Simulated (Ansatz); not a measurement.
Structure optimisation: magnesium, diamond

Method: DFT, r2SCAN, plane waves (500 eV) with PAW, scalar-relativistic (Ansatz 0.2.0). (PAW data from PBE, frozen cores regenerated.)

k-point mesh 9×9×9, Fermi-Dirac smearing 0.1 eV, no spin polarisation. Cell and atoms relax.

Starting structure:

```yaml
crystal:
  lattice:
    - [0.0, 3.1538244874, 3.1538244874]
    - [3.1538244874, 0.0, 3.1538244874]
    - [3.1538244874, 3.1538244874, 0.0]
  atoms:
    - { symbol: Mg, position: [0.125, 0.125, 0.125] }
    - { symbol: Mg, position: [0.875, 0.875, 0.875] }
hamiltonian:
  xc: r2scan
  pseudopotentials:
    kind: paw
    azcp:
      Mg: "pseudopotentials/Mg.paw.azcp"
basis:
  ecutwfc: 500
  fft_grid_basis: typed
kpoints:
  mp_grid: { grid: [9, 9, 9], shift: [0, 0, 0] }
magnetization:
  spin_polarized: false
scf:
  occupations: { method: fermi_dirac, width: 0.1 }
relax:
  max_steps: 60
  f_tol: 0.01
  cell: {}
```

Question: What cell does the relaxation end in?

Answer: Fd-3m with a = 6.863 Å; 40.41 Å³ per atom against 31.37 at the start (28.8 %).

Question: How much energy does the relaxation gain?

Answer: 107.4 meV per atom.
